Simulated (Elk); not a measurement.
The cell comes from COD entry 9010994, which wasn't checked; take it as a given geometry.

A run on Ho: DFT, PBE, all-electron APW+lo, Dirac cores, scalar-relativistic bands (Elk 11.2.3 with local patches). The input:

```
tasks
  0
  110
  115
  15

xctype
  20

rgkmax
  8.0

gmaxvr
  16.0

lmaxapw
  10

lmaxo
  7

lmaxi
  1

nrmtscf
  2.0

nempty
  8

epspot
  1e-06

epsengy
  1e-05

maxscl
  120

hmaxvr
  6.0

lradstp
  4

swidth
  0.003

reducebf
  0.5

spinpol
  .true.

tforce
  .true.

sppath
  './'

avec
  6.76011507505 0.00000000000 0.00000000000
  -3.38005753753 5.85443138758 0.00000000000
  0.00000000000 0.00000000000 10.61232397067

atoms
  1
  'Ho.in'
  2
  0.333333333300 0.666666666700 0.250000000000   0.000 0.000 -0.500
  0.666666666700 0.333333333300 0.750000000000   0.000 0.000 -0.500

ngridk
  11 11 6
```

Sphere radii set in the species files: Ho 2.80 bohr.

Total energy and RMS change of the potential by loop (first and last loops):

```
loop         E (Ha)  RMS ΔV (Ha)
   1  -25246.312234            –
   2  -25245.162260     3.58e+00
   3  -25250.071983     3.31e+00
   4  -25263.790723     2.61e+00
   5  -25217.560957     2.45e+00
  20  -25257.115582     2.43e-05
  21  -25257.116285     3.51e-06
  22  -25257.116388     8.15e-06
  23  -25257.116465     3.50e-06
  24  -25257.116525     6.87e-07
  25  -25257.116531     4.00e-07
  26  -25257.116527     8.98e-08
  27  -25257.116523            –
```

Messages:

```
Error(writeefg): lmaxi too small for calculating the EFG : 1
 Run the ground-state calculation again with lmaxi >= 2
```

Task: Did this run give a result to trust?

Result: In part. The ground state converged and stands; the field-gradient step (task 115) then stopped, since the gradient needs l = 2 in the inner part of the spheres and lmaxi = 1 leaves it out. lmaxi of 2 or more cures it.
